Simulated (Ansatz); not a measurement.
MgB$_{2}$ (MoSi2 or CaC2 type, space group No. 139) at seven volumes, DFT-r²SCAN in the program Ansatz with PAW potentials, shape and atoms relaxed at each. One row is withheld.

```tsv
V (Å³/atom)	P (GPa)
9.046	12.91
9.344	8.03
9.642	3.78
9.940	0.01
10.238	?
10.537	-5.89
10.835	-8.11
```

Fit the shown pressures and predict the withheld one.

P = (3/2)B₀(x^(7/2) − x^(5/2))[1 + (3/4)(B′ − 4)(x − 1)] with x = (V₀/V)^(2/3). Least squares on the six rows gives V₀ = 9.945 Å³/atom, B₀ = 113 GPa, B′ = 3.98. At V = 10.238, x = 0.9808 and P = -3.10 GPa. The run itself gave -3.26 GPa.

Space group I4/mmm (MoSi2 or CaC2 type). The cell is a constructed one: a structure type filled with these elements; neither database checked (COD, Materials Project) lists it. It is not the phase usual at ambient conditions (space group No. 191). Symmetry was held in the r²SCAN relaxation; its stability against distortions is not shown here.

Potentials: the later of the program's two PAW sets.
